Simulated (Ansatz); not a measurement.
MnSi2:
```xyz
6
Lattice="-2.8412 2.8412 2.3304 2.8412 -2.8412 2.3304 2.8412 2.8412 -2.3304" Properties=species:S:1:pos:R:3 pbc="T T T"
Si     0.8681     3.7093     0.0000
Si     0.8681     1.9730     2.3304
Si     1.9730     0.8681     0.0000
Si     1.9730    -0.8681     2.3304
Mn     0.0000     0.0000     1.1652
Mn     0.0000     0.0000     3.4957
```

Relaxed with PBE. Special points in fractions of this cell's reciprocal vectors: Γ (0.000, 0.000, 0.000); X (0.000, 0.000, 0.500); M (-0.500, 0.500, 0.500); Z (0.418, 0.418, -0.418); Z0 (-0.418, 0.582, 0.418); P (0.250, 0.250, 0.250); N (0.000, 0.500, 0.000).

Task: List the band energies nearest the Fermi level at these points for the program Ansatz at the PBE level (PAW).

Result: In eV from the Fermi level; about four levels below and three above (degenerate sets whole), none deeper than 8.9 eV; points with the same levels are listed once.

```tsv
k	below	above
Γ	-2.23 -1.45 -0.81 -0.51	0.51 0.51 1.16
X	-2.02 -1.41 -1.35 -0.63	0.42 0.51 2.10
M	-2.55 -2.55 -1.71 -0.80 -0.76	0.43 0.43 1.24
Z	-2.40 -1.66 -0.88 -0.71	0.22 0.22 0.61
P	-1.34 -1.34 -0.55 -0.55	2.18 2.18 2.47 2.47
N	-1.00 -1.00 -0.09 -0.09	0.94 0.94 3.32 3.32
```

Space group I4/mcm. A made-up cell: these elements were put on the sites of a structure type; neither database checked (COD, Materials Project) lists it. Its standing as an ambient phase is unchecked. Symmetry was held in the PBE relaxation; its stability against distortions is not shown here. The workflow began spin-polarised and lost its moments.

Potentials: the later of the program's two PAW sets.
